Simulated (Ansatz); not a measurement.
CuPd:
```yaml
crystal:
  lattice:
    - [1.44617, -2.20544, 0.00000]
    - [1.44617, 2.20544, 0.00000]
    - [0.00000, 0.00000, 4.22643]
  atoms:
    - { symbol: Cu, position: [0.00000, 0.00000, 0.00000] }
    - { symbol: Pd, position: [0.50000, 0.50000, 0.50000] }
```

Relaxed with r²SCAN.

### Question
Give the Bader charges and basin volumes of the independent atoms, r²SCAN in the plane-wave PAW code Ansatz.

### Answer


```
atom  Bader charge (e)  Bader volume (Å³)
----  ----------------  -----------------
Cu1              +0.21               11.7
Pd2              -0.21               15.2
```

Space group Cmmm. The first step of the workflow began from a Materials Project structure, measured or hypothetical; the Crystallography Open Database copy checked does not list it. COD files the formula under space group No. 221. With Cu and Pd taken as one species the cell has the higher symmetry Im-3m, so it may be an ordered model of a mixed-site phase. Whether it is the stable phase at ambient conditions was not checked. The r²SCAN relaxation kept the symmetry of its start. At this level the phase is dynamically unstable (imaginary phonons). No spin polarisation was allowed.

Potentials: the later of the program's two PAW sets.
